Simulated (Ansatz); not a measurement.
**Question.** Name crystals whose computed values (the program Ansatz at the r²SCAN level (PAW)) fall in these windows: ε∞ 3.7 to 5.1; HSE06 gap (eV) 2.1 to 3.0; ε0 8.0 to 10.

**Answer.** 

```json
[
 {"crystal": "ZnO, wurtzite", "ε∞": "4.37", "HSE06 gap (eV)": "2.53", "ε0": "9.10"}
]
```
Others may fit too.

The cell was relaxed under the symmetry of its start.

Potentials: the later of the program's two PAW sets.
